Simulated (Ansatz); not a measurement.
Phases of Sc at 160 GPa

Structure types of Sc are relaxed in primitive cells with their symmetry kept at 160 GPa, first on PAW files, then by LAPW. The enthalpy is E + pV at zero temperature, without zero-point motion. Only the types listed were tried, and differences under about 5 meV/atom are mesh noise. The real phase may be another.

Level of theory: DFT with LDA, scalar-relativistic, in Ansatz 0.2.0; Fermi–Dirac smearing of 0.05 eV, no spin polarisation. LAPW: all electrons, basis error target 0.5 meV/atom; PAW: frozen-core files, cutoff 420 eV.

k meshes: fcc 20×20×20, bcc 20×20×20, hcp 18×18×10, diamond 15×15×15, omega 10×10×13, beta tin 19×19×19.

The PAW files were made under PBE.

Problem. Order the types by LAPW enthalpy, lowest first.
A. beta tin
B. diamond
C. fcc
D. hcp
E. bcc
F. omega

Solution. A (0 meV/atom), F (55 meV/atom), C (106 meV/atom), D (180 meV/atom), E (265 meV/atom), B (1420 meV/atom).

```
start type             ends as          a, b, c (Å)  V (Å³/atom)  H − H(lowest), LAPW (meV/atom)  same, PAW
       fcc          fcc, Fm-3m  3.363, 3.363, 3.363         9.51                           106.4      110.3
       bcc          bcc, Im-3m  2.663, 2.663, 2.663         9.45                           265.1      267.9
       hcp       hcp, P6_3/mmc  2.289, 2.289, 4.178         9.48                           179.7      183.4
   diamond      diamond, Fd-3m  4.350, 4.350, 4.350        10.29                          1419.9     1396.0
     omega       omega, P6/mmm  3.932, 3.932, 2.131         9.51                            55.1       57.7
  beta tin  beta tin, I4_1/amd  3.904, 3.904, 2.498         9.52                             0.0        0.0
```

Problem. Split the lead of beta tin over omega into energy and pV.

Solution. For omega less beta tin: ΔE = +62.3 meV/atom, and p·ΔV = 160 GPa × -0.0072 Å³ × 6.242 meV/(GPa·Å³) = -7.2 meV/atom, together 55.1 meV/atom. beta tin wins by its internal energy, though it is the less dense.
